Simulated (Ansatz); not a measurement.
A: CdSe (zinc blende), a = b = c = 6.196 Å, α = β = γ = 90.00°
B: AlAs (zinc blende), a = b = c = 5.7281 Å, α = β = γ = 90.00°
C: CdTe (zinc blende), a = 6.619 Å, b = 6.619 Å, c = 6.619 Å, α = 90.00°, β = 90.00°, γ = 90.00°

Scan: energy against volume (even scaling of the relaxed cell, symmetry kept). One method and one kind of scan serve all of them; meshes and ranges differ. All were relaxed with their symmetry unable to fall. Spin-orbit coupling is left out. The PAW data are Ansatz's earlier set.

**Question.** Put the candidates in order of bulk modulus (fitted), lowest first, for PBE (plane waves to 420 eV, PAW, scalar-relativistic; Ansatz, an electronic-structure program).

**Answer.** C (35.0 GPa), A (44.7 GPa), B (67.1 GPa)

(Under strain, the slope of the energy per volume gives the stress and its curvature an elastic modulus.)
